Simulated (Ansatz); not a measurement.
LaHg:
```cif
data_HgLa
_chemical_formula_sum 'Hg1 La1'
_space_group_name_H-M_alt 'Pm-3m'
_space_group_IT_number 221
_space_group_name_Hall '-P 4 2 3'
_cell_length_a 3.89959
_cell_length_b 3.89959
_cell_length_c 3.89959
_cell_angle_alpha 90.000
_cell_angle_beta 90.000
_cell_angle_gamma 90.000
loop_
_atom_site_label
_atom_site_type_symbol
_atom_site_symmetry_multiplicity
_atom_site_Wyckoff_symbol
_atom_site_fract_x
_atom_site_fract_y
_atom_site_fract_z
_atom_site_occupancy
Hg1 Hg 1 a 0.00000 0.00000 0.00000 1
La1 La 1 b 0.50000 0.50000 0.50000 1
```

Relaxed with r²SCAN.

Question: Tabulate the valence density and the electron localisation function along the shortest Hg–La contact (3.38 Å), r²SCAN in the plane-wave PAW code Ansatz.

Answer: 

```csv
distance from Hg (Å),density (e/Å³),ELF
0.34,12.15,0.61
0.51,7.93,0.53
0.68,4.31,0.48
0.84,1.84,0.42
1.01,0.75,0.35
1.18,0.39,0.32
1.35,0.24,0.33
1.52,0.17,0.27
1.69,0.14,0.16
1.86,0.15,0.12
2.03,0.22,0.22
2.20,0.40,0.52
2.36,0.75,0.77
2.53,1.23,0.84
2.70,1.60,0.80
2.87,1.63,0.59
3.04,1.46,0.19
```

The density is the valence pseudo-density with augmentation charge, so density and ELF within about 1 Å of a nucleus are not all-electron values.

The workflow started from an entry of the Crystallography Open Database (COD). Whether it is the stable phase at ambient conditions was not checked. The cell was relaxed with r²SCAN under the symmetry of its start; its stability against distortions is not shown here. Spin–orbit coupling is left out wherever it is not named.

Potentials: the later of the program's two PAW sets.
